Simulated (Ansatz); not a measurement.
With r²SCAN (plane waves, PAW; program Ansatz), MgZn₃O₄ in the hexagonal phase (P6_3mc; Mg on 2b, O on 2b, Zn on 6c, O on 6c) relaxes to a = 6.487 Å, c = 5.187 Å. Mg has 4 nearest neighbours from 1.96 Å (tetrahedral); O on 2b has 4 nearest neighbours from 1.98 Å (tetrahedral); Zn has 4 nearest neighbours from 1.97 Å (tetrahedral); O on 6c has 4 nearest neighbours from 1.96 Å (tetrahedral). Its formation energy from the elements is -1920 meV/atom, with no fitted shifts.

It is gapped at this level: 1.94 eV (direct). The valence maximum lies at Γ and the conduction minimum at Γ. The screened hybrid HSE06 puts the gap at 3.19 eV. The electron mass is 0.25 mₑ (isotropic).

An equation-of-state fit gives a bulk modulus of 142 GPa. Bader charges are Mg +1.74, O -1.39, Zn +1.28 e.

The start of the workflow was typed in or built on a structure type; neither database checked (COD, Materials Project) lists it. Its standing as an ambient phase is unchecked. The r²SCAN relaxation kept the symmetry of its start; its stability against distortions is not shown here. The references are the lowest solids computed at this level, not always the standard phases (solids in place of the gases).

Potentials: the earlier of the program's two PAW sets.
